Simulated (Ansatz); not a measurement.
Here is the system:

La2SiO5:
```cif
data_La8O20Si4
_chemical_formula_sum 'La8 Si4 O20'
_space_group_name_H-M_alt 'P 1'
_space_group_IT_number 1
_cell_length_a 9.30599
_cell_length_b 7.59365
_cell_length_c 7.02220
_cell_angle_alpha 90.000
_cell_angle_beta 108.861
_cell_angle_gamma 90.000
loop_
_space_group_symop_operation_xyz
  'x, y, z'
loop_
_atom_site_label
_atom_site_type_symbol
_atom_site_fract_x
_atom_site_fract_y
_atom_site_fract_z
_atom_site_occupancy
La1 La 0.48953 0.87495 0.26708 1
La2 La 0.51047 0.12505 0.73292 1
La3 La 0.51047 0.37495 0.23292 1
La4 La 0.48953 0.62505 0.76708 1
La5 La 0.88954 0.34330 0.09464 1
La6 La 0.11046 0.65670 0.90536 1
La7 La 0.11046 0.84330 0.40536 1
La8 La 0.88954 0.15670 0.59464 1
Si1 Si 0.79905 0.92459 0.04208 1
Si2 Si 0.20095 0.07541 0.95792 1
Si3 Si 0.20095 0.42459 0.45792 1
Si4 Si 0.79905 0.57541 0.54208 1
O1 O 0.61199 0.12686 0.45302 1
O2 O 0.38801 0.87314 0.54698 1
O3 O 0.38801 0.62686 0.04698 1
O4 O 0.61199 0.37314 0.95302 1
O5 O 0.90882 0.75898 0.05287 1
O6 O 0.09118 0.24102 0.94713 1
O7 O 0.09118 0.25898 0.44713 1
O8 O 0.90882 0.74102 0.55287 1
O9 O 0.62075 0.86868 0.99453 1
O10 O 0.37925 0.13132 0.00547 1
O11 O 0.37925 0.36868 0.50547 1
O12 O 0.62075 0.63132 0.49453 1
O13 O 0.79154 0.42743 0.36740 1
O14 O 0.20846 0.57257 0.63260 1
O15 O 0.20846 0.92743 0.13260 1
O16 O 0.79154 0.07257 0.86740 1
O17 O 0.86577 0.46287 0.75153 1
O18 O 0.13423 0.53713 0.24847 1
O19 O 0.13423 0.96287 0.74847 1
O20 O 0.86577 0.03713 0.25153 1
```

This is the r²SCAN-relaxed structure.

Question: All from r²SCAN in the plane-wave PAW code Ansatz, unless another level is named. Predict the band gap.

Answer: 5.11 eV (indirect).

Question: And the smallest direct gap on the standard path?

Answer: 5.16 eV.

Question: And the formation energy from the elements (no fitted shifts)?

Answer: -3.58 eV/atom.

Space group P2_1/c. The first step of the workflow began from a Materials Project structure, measured or hypothetical; the Crystallography Open Database copy checked does not list it. Its standing as an ambient phase is unchecked. Symmetry was held in the r²SCAN relaxation; whether a distortion lowers the energy is not shown. The references are the lowest solids computed at this level, not always the standard phases (solids in place of the gases). Spin–orbit coupling is left out wherever it is not named.

Potentials: the later of the program's two PAW sets.
